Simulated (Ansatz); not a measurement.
Density of states of a CaAl$_{13}$ZnCuSi$_{4}$ cell (elements on a bcc lattice, relaxed), per eV and atom, broadened by Gaussian smearing of width 0.1 eV and averaged over bins of 0.4 eV, from 8 eV under the Fermi level at most up to where the solved bands end.

Method: DFT PBE, scalar-relativistic, plane waves, PAW in Ansatz 0.2.0.

Plane waves to 420 eV, a k mesh through Γ of 5×5×5 on the computed 20-atom cell and Gaussian smearing (0.10 eV); no spin polarisation.

```
CELL_PARAMETERS angstrom
-5.92191 4.66696 -1.91064
-6.03845 -2.10847 4.52873
2.01690 4.03533 3.79406
ATOMIC_POSITIONS crystal
Al 0.06523 0.98426 0.04173
Al 0.49710 0.48632 0.95370
Al 0.37330 0.44111 0.41469
Al 0.51534 0.01753 0.43546
Al 0.99621 0.52512 0.51040
Al 0.14479 0.04582 0.52352
Al 0.89200 0.86775 0.42576
Al 0.60588 0.64448 0.59867
Al 0.71161 0.10402 0.81908
Al 0.21971 0.72159 0.70862
Al 0.27388 0.28169 0.76088
Al 0.88323 0.37283 0.85330
Al 0.46262 0.90754 0.92978
Si 0.10690 0.63783 0.09086
Si 0.13079 0.30055 0.16633
Si 0.34701 0.76792 0.27735
Si 0.83605 0.76594 0.85230
Ca 0.77754 0.26671 0.33685
Cu 0.45289 0.20812 0.10370
Zn 0.71419 0.65509 0.18887
```

```tsv
E − E_F (eV)	total	Al 3p	Al 3s	Si 3p	Cu 3d
-7.85	0.524	0.086	0.072	0.045	0.001
-7.45	1.007	0.084	0.059	0.039	0.002
-7.05	0.305	0.093	0.065	0.048	0.003
-6.65	0.274	0.102	0.067	0.047	0.004
-6.25	0.249	0.097	0.062	0.043	0.006
-5.85	0.314	0.123	0.080	0.055	0.012
-5.45	0.275	0.106	0.068	0.048	0.019
-5.05	0.383	0.140	0.082	0.068	0.054
-4.65	0.491	0.145	0.081	0.072	0.157
-4.25	0.783	0.147	0.068	0.061	0.471
-3.85	0.568	0.133	0.061	0.051	0.285
-3.45	0.435	0.169	0.069	0.073	0.084
-3.05	0.443	0.198	0.074	0.087	0.042
-2.65	0.388	0.183	0.067	0.078	0.022
-2.25	0.350	0.172	0.063	0.070	0.013
-1.85	0.425	0.210	0.073	0.090	0.011
-1.45	0.417	0.207	0.074	0.082	0.009
-1.05	0.409	0.203	0.068	0.082	0.006
-0.65	0.400	0.197	0.070	0.076	0.005
-0.25	0.346	0.175	0.065	0.055	0.004
0.15	0.368	0.183	0.069	0.056	0.003
0.55	0.445	0.210	0.090	0.065	0.004
```

The columns after the total are the largest Löwdin projections on the valence shells of the potentials, so they needn't add up, and the weight of a shell that a potential lacks goes to other orbitals. The cell has no gap on the mesh.

Cost: 2 runs of about 5.4 core-minutes in all (earlier runs that led there not counted), on Intel Xeon 6975P-C (Granite Rapids) (shared hosts).